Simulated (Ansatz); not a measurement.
Nb₂SiN in space group P6_3/mmc (No. 194; Si on 2d, Nb on 4f, N on 2a) under volume change, r²SCAN (plane waves, PAW; program Ansatz), shape and atoms relaxed at each volume.

| V (Å³/atom) | E − E(relaxed) (meV/atom) | P (GPa) |
|---|---|---|
| 12.480 | 89.6 | 25.26 |
| 12.892 | 37.6 | 15.50 |
| 13.303 | 8.9 | 7.12 |
| 13.715 | 0.0 | 0.00 |
| 14.126 | 8.0 | -6.07 |
| 14.538 | 30.3 | -11.21 |
| 14.949 | 64.9 | -15.57 |

Question: What does a third-order Birch–Murnaghan fit give for V₀, B₀ and B′?

Answer: V₀ = 13.72 Å³/atom, B₀ = 218 GPa, B′ = 4.3.

The start of the workflow was typed in or built on a structure type; neither database checked (COD, Materials Project) lists it. Its standing as an ambient phase is unchecked. Symmetry was held in the r²SCAN relaxation; whether a distortion lowers the energy is not shown. The workflow began spin-polarised and lost its moments.

Potentials: the earlier of the program's two PAW sets.
